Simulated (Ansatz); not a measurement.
## LiMg: strain energy, fitted

LiMg, R-3m, a = 3.097 Å, c = 15.051 Å. The structure is a Materials Project entry; whether it is the stable form wasn't checked. Ansatz: PBEsol, PAW, 420 eV, Γ-centred 15×15×4 mesh on 6 atoms, Gaussian smearing 0.10 eV; no spin polarisation. Series: shear of c along a, cell held, atoms fixed by symmetry; x is the strain in per cent (engineering shear). y is the free energy over the unstrained cell, V0 = 20.832 Å³/atom. Symmetry makes y even in x.

```
x (%) y (meV/atom)
  0.0          0.00
  1.0          0.06
  2.0          0.24
  3.0          0.55
  4.0          1.01
  6.0             ?
```

Task: Fit y = c2 x² + c4 x⁴ to the other rows, turn c2 into a modulus, and predict the missing energy.

Result: Least squares on the rows shown. y = 0.05873 x² + 0.0002738 x⁴. In eV per unit strain² c2 is 0.5873; this is the shear stiffness (E = ½ C V0 γ²): 2 × 0.5873 × 160.2 / (20.832) = 9.0 GPa. Energies this small carry numerical noise of a few hundredths of a meV. At x = 6.0 the fit asked for gives 2.47 meV/atom. The run gave 2.41 meV/atom, so the fit is 0.06 meV/atom too high, a small miss on the scale of the series. The form still works here, 50 % of the fitted range beyond its end.